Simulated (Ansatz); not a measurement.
## Equation of state of gallium, hcp

These are results of DFT, r2SCAN, plane waves (500 eV) with PAW, scalar-relativistic (Ansatz 0.2.0), not measurements. (PAW data from PBE, frozen cores regenerated.)

The cell is scaled uniformly from the relaxed one, with fractional coordinates and shape fixed. Energies are extrapolated to zero smearing, pressures are those at the given smearing. Magnetic state: spin not included.

```
V (Å³/atom)  E − E₀ (meV/atom)  P (GPa)
     15.858               62.3    10.16
     16.579               26.2     6.03
     17.299                6.5     2.77
     18.020                0.0     0.19
     18.741                3.9    -1.85
     19.462               16.0    -3.46
     20.183               34.5    -4.72
```

Q: Fit a third-order Birch-Murnaghan equation.

A: V₀ = 18.09 Å³/atom, B₀ = 56 GPa, B₀′ = 4.8.
